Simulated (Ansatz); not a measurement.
Relaxed-ion elastic tensor of CuCl (zinc blende, F-43m) in GPa (Voigt order), LDA in the plane-wave PAW code Ansatz; density 4.66 g/cm³, 17.65 Å³ per atom.

|  | 1 | 2 | 3 | 4 | 5 | 6 |
|---|---|---|---|---|---|---|
| 1 | 83.7 | 69.7 | 69.7 | 0.0 | 0.0 | 0.0 |
| 2 | 69.7 | 83.7 | 69.7 | 0.0 | 0.0 | 0.0 |
| 3 | 69.7 | 69.7 | 83.7 | 0.0 | 0.0 | 0.0 |
| 4 | 0.0 | 0.0 | 0.0 | 18.2 | 0.0 | 0.0 |
| 5 | 0.0 | 0.0 | 0.0 | 0.0 | 18.2 | 0.0 |
| 6 | 0.0 | 0.0 | 0.0 | 0.0 | 0.0 | 18.2 |

Question: Is the crystal mechanically stable?

Answer: Yes: the smallest eigenvalue of C is 14.0 GPa.

Question: Work out the Voigt, Reuss and Hill averages.

Answer: K_V = 74.3, K_R = 74.3, K_H = 74.3; G_V = 13.7, G_R = 11.1, G_H = 12.4 GPa.

Question: Give Young's modulus, Poisson's ratio, Pugh's ratio and the universal anisotropy index.

Answer: E = 9KG/(3K + G) = 35.3 GPa; ν = 0.42; K/G = 5.99 (ductile by the Pugh limit of 1.75); A_U = 5G_V/G_R + K_V/K_R − 6 = 1.18.

Question: Estimate the sound speeds and the Debye temperature.

Answer: v_l = √((K + 4G/3)/ρ) = 4420 m/s, v_t = √(G/ρ) = 1630 m/s, mean 1850 m/s; Θ = (h/k)(3n/4πV)^(1/3) v_m = 212 K.

Question: Give the Zener ratio and Young's modulus along [100], [110] and [111].

Answer: A = 2C44/(C11 − C12) = 2.60; 1/E = S11 − 2(S11 − S12 − S44/2)Γ with Γ = 0, 1/4, 1/3 gives 20.4, 36.9, 50.5 GPa.

Question: Solve the Christoffel equation for the three sound speeds along [100], [110], [111].

Answer: Eigenvalues of C_ijkl n_j n_l equal ρv² (piezoelectric stiffening left out). In km/s, slowest first: [100] 1.98, 1.98, 4.24; [110] 1.23, 1.98, 4.51; [111] 1.52, 1.52, 4.60.

The LDA relaxation kept the symmetry of its start. No spin polarisation was allowed.

Potentials: the earlier of the program's two PAW sets. The files were generated under PBE; for other functionals the program regenerates the frozen cores, and for LDA and PBEsol the local potential too.
